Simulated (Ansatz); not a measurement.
Given:

Cu (fcc, Cu type)

```xyz
4
Lattice="3.5638 0.0000 0.0000 0.0000 3.5638 0.0000 0.0000 0.0000 3.5638" Properties=species:S:1:pos:R:3 pbc="T T T"
Cu     0.0000     0.0000     0.0000
Cu     1.7819     1.7819     0.0000
Cu     1.7819     0.0000     1.7819
Cu     0.0000     1.7819     1.7819
```

Two-dimensional scan of atom 4 (Cu, nearest neighbour Cu at 2.520 Å; its periodic images, 3.6 Å or more away, move with it): u runs along (1.000, 0.000, 0.000), v along (0.000, 1.000, 0.000) (Cartesian). Cell and other atoms are fixed.

The numbers are results of PBEsol (plane waves to 420 eV, PAW, scalar-relativistic; Ansatz, a first-principles code), not measurements. k mesh 11×11×11 (Γ-centred), Fermi-Dirac smearing 0.05 eV. E stands for the smeared free energy. With partly filled bands, energies and forces of such displacements shift with the k mesh and the smearing. Cu is run without spin polarisation. Cu was relaxed with its symmetry unable to fall. ΔE is measured from the undisplaced structure. Axes are in Å.

The scan covers u from -0.380 to 0.380 Å in 5 points and v from -0.380 to 0.380 Å in 5 points.

Task: Is the undisplaced position a minimum, a maximum or a saddle of this map?

Result: A minimum.

Task: What are the two principal curvatures of the energy at the centre?

Result: 7.7 eV/Å², isotropic.

(A displaced cell: forces are minus the slopes of the energy, force constants its curvatures, and phonons follow from these.)
